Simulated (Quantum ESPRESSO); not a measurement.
pw.x input (Quantum ESPRESSO 7.5; LDA, PseudoDojo standard norm-conserving files, scalar-relativistic):

```
&CONTROL
  calculation = 'scf'
  pseudo_dir = './pseudo'
  outdir = './out'
  tprnfor = .true.
  tstress = .true.
/
&SYSTEM
  ibrav = 0
  nat = 5
  ntyp = 3
  ecutwfc = 84.0
  ecutrho = 336.0
  occupations = 'smearing'
  smearing = 'fd'
  degauss = 0.002
  nbnd = 21
/
&ELECTRONS
  conv_thr = 5e-10
/
ATOMIC_SPECIES
O 15.9990 O.upf
Rb 85.4678 Rb.upf
I 126.9045 I.upf
CELL_PARAMETERS angstrom
  3.187730147000   1.840436859000   2.622110000000
 -3.187730147000   1.840436859000   2.622110000000
  0.000000000000  -3.680873717000   2.622110000000
ATOMIC_POSITIONS crystal
O   0.036530000000   0.601940000000   0.036530000000
O   0.036530000000   0.036530000000   0.601940000000
O   0.601940000000   0.036530000000   0.036530000000
Rb   0.515640000000   0.515640000000   0.515640000000
I   0.001050000000   0.001050000000   0.001050000000
K_POINTS automatic
6 6 6 0 0 0
```

End of the output:

```
     total energy              =    -179.17279932 Ry
     estimated scf accuracy    <       0.00000351 Ry
     total energy              =    -179.17280051 Ry
     estimated scf accuracy    <       0.00000013 Ry
     total energy              =    -179.17280060 Ry
     estimated scf accuracy    <          2.4E-09 Ry
[...]
     the Fermi energy is     4.8292 ev
!    total energy              =    -179.17280060 Ry
     estimated scf accuracy    <          2.1E-10 Ry
     smearing contrib. (-TS)   =      -0.00000000 Ry
     internal energy E=F+TS    =    -179.17280060 Ry
     The total energy is F=E-TS. E is the sum of the following terms:
     one-electron contribution =     -49.67177852 Ry
     hartree contribution      =      42.45672957 Ry
     xc contribution           =     -46.72146846 Ry
     ewald contribution        =    -125.23628318 Ry
     convergence has been achieved in  10 iterations
     Forces acting on atoms (cartesian axes, Ry/au):
     atom    1 type  1   force =     0.00451948   -0.00260933   -0.00219732
     atom    2 type  1   force =     0.00000000    0.00521865   -0.00219732
     atom    3 type  1   force =    -0.00451948   -0.00260933   -0.00219732
     atom    4 type  2   force =     0.00000000    0.00000000   -0.00200637
     atom    5 type  3   force =     0.00000000    0.00000000    0.00859833
     Total force =     0.013196     Total SCF correction =     0.000015
     Computing stress (Cartesian axis) and pressure
          total   stress  (Ry/bohr**3)                   (kbar)     P=      -27.74
  -0.00018840  -0.00000000   0.00000000          -27.71       -0.00        0.00
   0.00000000  -0.00018840   0.00000000            0.00      -27.71        0.00
   0.00000000   0.00000000  -0.00018900            0.00        0.00      -27.80
```
In a gapped system the printed Fermi energy is only some level inside the gap.

Spin-orbit coupling is not included.

Geometry of the Materials Project entry, not relaxed at this level.
